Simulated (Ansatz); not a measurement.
## Electric field gradients in Si

Theory: Ansatz, DFT PBEsol, scalar-relativistic, plane waves, PAW. Cutoff 420 eV, 12×12×6 k-points (Γ-centred), fixed occupations. No spin polarisation.

Relaxed structure:
```
Si
1.0
     3.82463    0.00000    0.00000
    -1.91231    3.31223    0.00000
     0.00000    0.00000    6.32521
Si
4
Direct
  0.33333 0.66667 0.06302
  0.66667 0.33333 0.56302
  0.33333 0.66667 0.43698
  0.66667 0.33333 0.93698
```

**Question.** Give V_zz (10²¹ V/m²) and the asymmetry η at each distinct site.

**Answer.**
| atom | V_zz | η |
| --- | --- | --- |
| Si (atom 1) | 0.396 | 0.00 |

This form isn't the element's structure at ambient conditions.

Cost: 1 run of about 0.066 core-minutes, on Arm Neoverse V1 (shared hosts).